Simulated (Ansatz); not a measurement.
Zn7Tc:
```cif
data_TcZn7
_chemical_formula_sum 'Zn7 Tc1'
_space_group_name_H-M_alt 'P 1'
_space_group_IT_number 1
_cell_length_a 5.40107
_cell_length_b 5.40107
_cell_length_c 5.40107
_cell_angle_alpha 60.000
_cell_angle_beta 60.000
_cell_angle_gamma 60.000
loop_
_space_group_symop_operation_xyz
  'x, y, z'
loop_
_atom_site_label
_atom_site_type_symbol
_atom_site_fract_x
_atom_site_fract_y
_atom_site_fract_z
_atom_site_occupancy
Zn1 Zn 0.50000 0.00000 0.00000 1
Zn2 Zn 0.50000 0.00000 0.50000 1
Zn3 Zn 0.00000 0.50000 0.50000 1
Zn4 Zn 0.00000 0.50000 0.00000 1
Zn5 Zn 0.50000 0.50000 0.00000 1
Zn6 Zn 0.00000 0.00000 0.50000 1
Zn7 Zn 0.50000 0.50000 0.50000 1
Tc1 Tc 0.00000 0.00000 0.00000 1
```

This is the r²SCAN-relaxed structure.

Question: All from DFT-r²SCAN in the program Ansatz with PAW potentials, unless another level is named. Predict the density of states at the Fermi level.

Answer: 0.21 states/eV per atom (mean over ±0.08 eV).

Question: Predict the formation energy from the elements (no fitted shifts).

Answer: -0.061 eV/atom.

Space group Fm-3m. The first step of the workflow began from a Materials Project structure, measured or hypothetical; the Crystallography Open Database copy checked does not list it. With Zn and Tc taken as one species the cell has the higher symmetry Fm-3m, so it may be an ordered model of a mixed-site phase. Its standing as an ambient phase is unchecked. Symmetry was held in the r²SCAN relaxation; its stability against distortions is not shown here. The run is not spin-polarised. The references are the lowest solids computed at this level, not always the standard phases. Scalar-relativistic: spin–orbit coupling is off unless named, which matters more the heavier the elements.

Potentials: the later of the program's two PAW sets.
